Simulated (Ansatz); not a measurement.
Cs2NaYBr6 (space group Fm-3m)

Space group Fm-3m (No. 225); a = 11.339 Å, b = 11.339 Å, c = 11.339 Å, α = 90.00°, β = 90.00°, γ = 90.00°

```csv
atom,site,symmetry,x,y,z
Cs,8c,-43m,0.2500,0.2500,0.2500
Na,4b,m-3m,0.5000,0.5000,0.5000
Y,4a,m-3m,0.0000,0.0000,0.0000
Br,24e,4m.m,0.0000,0.0000,0.2452
```
(The calculation used a cell of 10 atoms; values per cell refer to that cell.)

This relaxed cell (volume V₀) is scaled evenly in all directions, its shape held. The atoms relax within the cell's symmetry.

All values below come from r2SCAN (plane waves to 500 eV, PAW, scalar-relativistic; Ansatz, an electronic-structure program). k mesh 5×5×5 (Γ-centred), Fermi-Dirac smearing 0.05 eV. Energies are smeared free energies. Compression counts positive. Cs2NaYBr6 is run without spin polarisation. Cs2NaYBr6 was relaxed with its symmetry unable to fall. ΔE is measured from the relaxed starting cell.

### Question
Give the computed ΔE (meV/atom) and P (GPa) at V/V₀ = 0.940, 0.964, 0.976, 0.988, 1.024, 1.036, 1.048, 1.060.

### Answer
```json
[
 {"V/V₀": "0.940", "ΔE (meV/atom)": "8.5", "P (GPa)": "1.33"},
 {"V/V₀": "0.964", "ΔE (meV/atom)": "2.9", "P (GPa)": "0.73"},
 {"V/V₀": "0.976", "ΔE (meV/atom)": "1.2", "P (GPa)": "0.47"},
 {"V/V₀": "0.988", "ΔE (meV/atom)": "0.3", "P (GPa)": "0.22"},
 {"V/V₀": "1.024", "ΔE (meV/atom)": "1.1", "P (GPa)": "-0.40"},
 {"V/V₀": "1.036", "ΔE (meV/atom)": "2.5", "P (GPa)": "-0.58"},
 {"V/V₀": "1.048", "ΔE (meV/atom)": "4.3", "P (GPa)": "-0.74"},
 {"V/V₀": "1.060", "ΔE (meV/atom)": "6.5", "P (GPa)": "-0.89"}
]
```

(Under strain, the slope of the energy per volume gives the stress and its curvature an elastic modulus.)
